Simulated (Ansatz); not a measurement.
AgI:
```cif
data_AgI
_chemical_formula_sum 'Ag1 I1'
_space_group_name_H-M_alt 'Pm-3m'
_space_group_IT_number 221
_space_group_name_Hall '-P 4 2 3'
_cell_length_a 3.68455
_cell_length_b 3.68455
_cell_length_c 3.68455
_cell_angle_alpha 90.000
_cell_angle_beta 90.000
_cell_angle_gamma 90.000
loop_
_atom_site_label
_atom_site_type_symbol
_atom_site_symmetry_multiplicity
_atom_site_Wyckoff_symbol
_atom_site_fract_x
_atom_site_fract_y
_atom_site_fract_z
_atom_site_occupancy
Ag1 Ag 1 a 0.00000 0.00000 0.00000 1
I1 I 1 b 0.50000 0.50000 0.50000 1
```

This is the LDA-relaxed structure.

**Question.** All from LDA (plane waves, PAW; program Ansatz), unless another level is named. Give the electronic character.

**Answer.** metallic (no gap).

**Question.** What about the density of states at the Fermi level?

**Answer.** 0.15 states/eV per atom (mean over ±0.08 eV).

**Question.** Next, the formation energy from the elements (no fitted shifts)?

**Answer.** 0.25 eV/atom.

The first step of the workflow began from a Materials Project structure, measured or hypothetical; the Crystallography Open Database copy checked does not list it. It is not the phase usual at ambient conditions (space group No. 186, 216). The cell was relaxed with LDA under the symmetry of its start. At this level the phase is mechanically unstable. The run is not spin-polarised. Its formation energy is positive at this level, so the cell may be metastable or incomplete. The references are the lowest solids computed at this level, not always the standard phases. Spin–orbit coupling is left out wherever it is not named.

Potentials: the earlier of the program's two PAW sets. The files were generated under PBE; for other functionals the program regenerates the frozen cores, and for LDA and PBEsol the local potential too.
